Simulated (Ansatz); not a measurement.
## Cold compression of PIr (zincblende type)

```
CELL_PARAMETERS angstrom
0.00000 2.58565 2.58565
2.58565 0.00000 2.58565
2.58565 2.58565 0.00000
ATOMIC_POSITIONS crystal
Ir 0.00000 0.00000 0.00000
P 0.25000 0.25000 0.25000
```

The cell comes from a relaxation on PAW files under the same functional, begun from a prototype that needn't be the stable phase.

Its volume is scaled at fixed shape and fractional positions.

Computed with Ansatz 0.2.0; functional LDA, scalar-relativistic. Settings: a Γ-centred 12×12×12 k mesh, Fermi–Dirac smearing of 0.05 eV, no spin polarisation. Methods: LAPW: all electrons, basis error target 1 meV/atom; PAW: frozen-core files, cutoff 420 eV; crystal datasets: all electrons, by PAW datasets that the program makes for each cell; norm-conserving: pseudopotentials, cutoff 925 eV.

Energies are extrapolated to zero smearing and count from the unscaled cell; pressure is positive in compression; gaps take the mesh and a band path. No temperature or zero-point motion is included.

Spin–orbit coupling is left out, which matters for the heavy atoms. The PAW files were made under PBE. The structure type is held throughout; the real material can change phase at far lower pressure.

```tsv
V/V0	V (Å³/atom)	P LAPW (GPa)	ΔE LAPW (eV/atom)	P PAW − LAPW (GPa)	ΔE PAW − LAPW (meV/atom)
1.00	17.29	0.06	0.000	-0.07	0.0
0.95	16.42	11.33	0.029	-0.07	-0.4
0.85	14.69	46.0	0.320	-0.04	-1.0
0.75	12.96	107.3	1.116	0.07	-0.9
0.65	11.24	218.1	2.810	0.35	1.2
0.55	9.51	428.0	6.170	1.01	8.1
0.45	7.78	?	?	?	?
0.40	6.91	1233	18.368	3.75	43.2
```

Task: Fit the Vinet equation to the LAPW pressures shown (residuals weighted by 1/(|P| + 0.03·Pmax)), and predict the pressure of the withheld row.

Result: The fit gives V0 = 17.30 Å³/atom, B0 = 192 GPa and B0′ = 4.75. At 7.78 Å³/atom, x = (V/V0)^(1/3) = 0.7661, and P = 3·B0·(1 − x)/x²·exp[1.5·(B0′ − 1)·(1 − x)] = 855.3 GPa. The run itself gave 855.0 GPa (0.0 % off) and ΔE = 12.806 eV/atom.

Task: At the smallest volume, how far do crystal datasets and norm-conserving lie from LAPW in pressure?

Result: crystal datasets: -0.01 GPa; norm-conserving: -20.61 GPa, on a LAPW pressure of 1233 GPa.

Task: How do the Löwdin populations by LAPW change from the unscaled cell to the last row?

Result: Ir 5s 1.97 → 1.83, Ir 5p 5.98 → 5.88, Ir 5d 8.04 → 8.65, P 2s 1.99 → 1.96, P 3s 1.57 → 1.19, P 3p 3.41 → 3.32 electrons an atom. These are projections on the shells that the free atoms fill; 0.29 e a cell lies outside them at the start and 0.48 e at the end.
